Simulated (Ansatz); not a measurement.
# Ansatz run, Y2Sb3Ir

Input file of Ansatz 0.2.0:

```yaml
crystal:
  lattice:
    - [6.024857, 0.0, 0.0]
    - [-3.012429, 5.217685, 0.0]
    - [0.0, 0.0, 9.221209]
  atoms:
    - { symbol: Ir, position: [0.0, 0.0, 0.0] }
    - { symbol: Ir, position: [0.0, 0.0, 0.5] }
    - { symbol: "Y", position: [0.66667, 0.33333, 0.55235] }
    - { symbol: "Y", position: [0.33334, 0.66667, 0.05235] }
    - { symbol: "Y", position: [0.66667, 0.33333, 0.94765] }
    - { symbol: "Y", position: [0.33333, 0.66666, 0.44765] }
    - { symbol: Sb, position: [0.3178, 0.1589, 0.25] }
    - { symbol: Sb, position: [0.1589, 0.3178, 0.75] }
    - { symbol: Sb, position: [0.8411, 0.1589, 0.25] }
    - { symbol: Sb, position: [0.6822, 0.8411, 0.75] }
    - { symbol: Sb, position: [0.8411, 0.6822, 0.25] }
    - { symbol: Sb, position: [0.1589, 0.8411, 0.75] }
  symmetry: { tolerance: 0.0003 }
kpoints:
  mp_grid: { grid: [7, 7, 4], shift: [0, 0, 0] }
  band_path:
    path:
      - [0.0, 0.0, 0.0]
      - [0.5, 0.0, 0.0]
      - [0.33333333, 0.33333333, 0.0]
      - [0.0, 0.0, 0.0]
      - [0.0, 0.0, 0.5]
      - [0.5, 0.0, 0.5]
      - [0.33333333, 0.33333333, 0.5]
      - [0.0, 0.0, 0.5]
      - [0.5, 0.0, 0.5]
      - [0.5, 0.0, 0.0]
      - [0.33333333, 0.33333333, 0.5]
    npoints: 6
magnetization:
  spin_polarized: false
scf:
  occupations: { method: fermi_dirac, width: 0.105 }
  lower_state_search: "off"
  max_iter: 200
hamiltonian:
  pseudopotentials: { kind: paw }
  xc: r2scan
basis:
  ecutwfc: 500
  fft_grid_basis: typed
output:
  forces: true
  stress: true
  eigenvalues: true
  bader: true
  populations: true
  elf: true
  write_potential: true
  volumetric_format: npy
  dos:
    e_range: [-12, 8]
    de: 0.05
    projected: { site_lists: { Ir: [Ir], Sb: [Sb], "Y": ["Y"] } }
checkpoint:
  read: saved_state
```

The run starts from an earlier solution of this cell. 

Parts of the output:

```
Warning: the atoms were moved onto the symmetric positions of the space group found under crystal.symmetry.tolerance 3.0e-4 (fractional; no operation is sought that the atoms, as they stand in a round, miss by more than twice it, and no atom is moved by as much as it), and the run uses the moved positions.
Pseudopotentials: kind: paw
Pseudopotential: Ir, paw, valence charge 17, recommended cutoff 500 eV (meta_gga), Ir.paw.azcp
Pseudopotential: Y, paw, valence charge 11, recommended cutoff 500 eV (meta_gga), Y.paw.azcp
Pseudopotential: Sb, paw, valence charge 15, recommended cutoff 500 eV (meta_gga), Sb.paw.azcp
Functional definition: r2SCAN
  exchange = r2scan_x(k0 = k0, k1 = k1, a1 = a1)
  correlation = r2scan_c
Crystal: 12 atoms, lattice volume = 289.876 Å³
Basis set: ecut = 500 eV, 7257 PW (Γ), exchange–correlation on 180×180×288 points (64 copies of the dense FFT grid, shifted against one another)
Bands: 101, of which v1, the nominal top of the filled ones, is band 84 counted from 1 (83 counted from 0)
Symmetry: 24 space group operations
Space group: P63/mmc (ITA 194), of the structure as read, at distance tolerance 2.0e-3 Å
k-points: 24 of 196
Initial density: read from a saved state, or passed on in memory by an earlier SCF of this step, an earlier step, the calling program or the single point that the run made first
Functional: x = r2scan, c = r2scan; τ floored in thin density (d = 2e-4 eV/Å³)
SCF iter   1: F=-78334.4208 eV  Δρ=1.40e-3  dr2=1.73e-2  dr2_τ=1.99e-3
SCF iter   2: F=-78334.4312 eV  Δρ=7.51e-4  dr2=3.26e-3  dr2_τ=5.06e-4
SCF iter   3: F=-78334.4319 eV  Δρ=4.50e-4  dr2=1.63e-3  dr2_τ=2.96e-4
SCF iter   4: F=-78334.4330 eV  Δρ=1.22e-4  dr2=7.22e-5  dr2_τ=1.36e-6
SCF iter   5: F=-78334.4330 eV  Δρ=3.95e-5  dr2=8.84e-6  dr2_τ=3.42e-7
SCF iter   6: F=-78334.4330 eV  Δρ=1.18e-5  dr2=8.26e-7  dr2_τ=1.61e-8
SCF iter   7: F=-78334.4330 eV  Δρ=3.39e-6  dr2=4.75e-8  dr2_τ=1.88e-9
Free energy (F): -78334.4330 eV
Harris-Foulkes:  -78334.4330 eV  (|F-HF|=9.43e-9)
Internal energy: -78334.0410 eV  (E = F + TS)
E sigma→0 (E₀):  -78334.2370 eV
Entropy (-TS):   -0.3920 eV (-32.666 meV/atom)
Fermi energy:    14.0252 eV
--- Per-component energies (eV) ---
  E_band       = -1675.6303
  E_kinetic    = 3718.5339
  E_local      = -15128.6365  (includes V_loc(G=0)·N_el)
  E_nonlocal   = 2535.1198
  E_hartree    = 6490.3900
  E_xc         = -1951.2880
  E_vxc        = -2180.4158  (∫ρ·V_xc dr)
  E_paw        = -57487.3754  (= ΣΔE_a)
  E_vpaw       = -3734.2481  (= ΣTr[D̂ρ^β])
  E_aug_tail   =  0.0000  (compensation charges beyond the density's cutoff)
  E_vtau       = 133.2345  (kinetic-family band-sum trace: ∫τ·v_τ [+ j·A + Jᵃ·Aᵃ] dr)
  E_ewald      = -16512.5713
  E_core_change = 1.7866  (= ΣΔE_core)
  E_smearing   = -0.3920  (= −TS)
--- Forces (eV/Å), atoms counted from 1 ---
  atom   1  Ir     0.0000     0.0000     0.0000
  atom   2  Ir     0.0000     0.0000     0.0000
  atom   3  Y      0.0000     0.0000     0.6945
  atom   4  Y      0.0000     0.0000     0.6945
  atom   5  Y      0.0000     0.0000    -0.6945
  atom   6  Y      0.0000     0.0000    -0.6945
  atom   7  Sb     1.1691     0.6750     0.0000
  atom   8  Sb     0.0000     1.3500     0.0000
  atom   9  Sb    -1.1691     0.6750     0.0000
  atom  10  Sb    -1.1691    -0.6750     0.0000
  atom  11  Sb     0.0000    -1.3500     0.0000
  atom  12  Sb     1.1691    -0.6750     0.0000
--- Stress (GPa, compression-positive) ---
        3.4560       0.0000       0.0000
        0.0000       3.4560       0.0000
        0.0000       0.0000      -6.8865
  P = ⅓ Tr σ = 0.0085 GPa (0.085 kbar)
--- Löwdin populations: 12 sites ---
  site symbol       q [e]
     0     Ir     17.0390
     1     Ir     17.0390
     2      Y     10.7316
     3      Y     10.7316
     4      Y     10.7316
     5      Y     10.7316
     6     Sb     14.9907
     7     Sb     14.9907
     8     Sb     14.9907
     9     Sb     14.9907
    10     Sb     14.9907
    11     Sb     14.9907
  spilling = 0.0063 (of n_electrons = 168.0000)
```

Total energies depend on the potentials used, so only differences within one code and one set of settings carry meaning.

Origin: a known structure type with other elements, at an estimated volume, so it need not be a known compound.
